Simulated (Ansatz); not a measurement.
**Energy against volume for Si (space group Ia-3)**

Si (space group Ia-3)

```
Si
1.0
   -3.30082     3.30082     3.30082
    3.30082    -3.30082     3.30082
    3.30082     3.30082    -3.30082
Si
8
Direct
  0.20461   0.20461   0.20461
  0.50000   0.00000   0.29539
  0.29539   0.50000   0.00000
  0.00000   0.29539   0.50000
  0.79539   0.79539   0.79539
  0.50000   0.00000   0.70461
  0.70461   0.50000   0.00000
  0.00000   0.70461   0.50000
```

E(V) scan at fixed shape, V₀ the volume above. The atoms relax within the cell's symmetry.

Calculation: PBEsol (plane waves to 420 eV, PAW, scalar-relativistic; Ansatz, a program for electronic structure). k mesh 10×10×10 (Γ-centred), Fermi-Dirac smearing 0.05 eV. E stands for the smeared free energy. Compression counts positive. Si was relaxed with its symmetry unable to fall. This is one of several known forms of Si; the measured ambient cells at hand have space group No. 227. The zero of ΔE is the relaxed starting cell.

```tsv
V (Å³/cell)	ΔE (meV/atom)	P (GPa)
129.47	61	11.9
133.07	33	8.3
136.66	14	5.2
140.26	3	2.4
143.85	0	0.0
147.45	3	-2.1
151.05	12	-4.0
154.64	25	-5.6
158.24	43	-7.0
```

Derived quantities:

- Pressure at the smallest volume = 11.9 GPa
- Energy cost of the largest compression = 61 meV/atom
- Energy cost of the largest expansion = 43 meV/atom
- Bulk modulus B₀ (third-order Birch-Murnaghan fit) = 90.4 GPa
- Pressure derivative B₀′ (fit) = 4.2
- Equilibrium volume of the fit = 17.98 Å³/atom
- Pressure for 5 % compression (fit) = 5.2 GPa

(A scan under strain: stresses follow from slopes of the energy per volume, elastic moduli from its curvatures.)
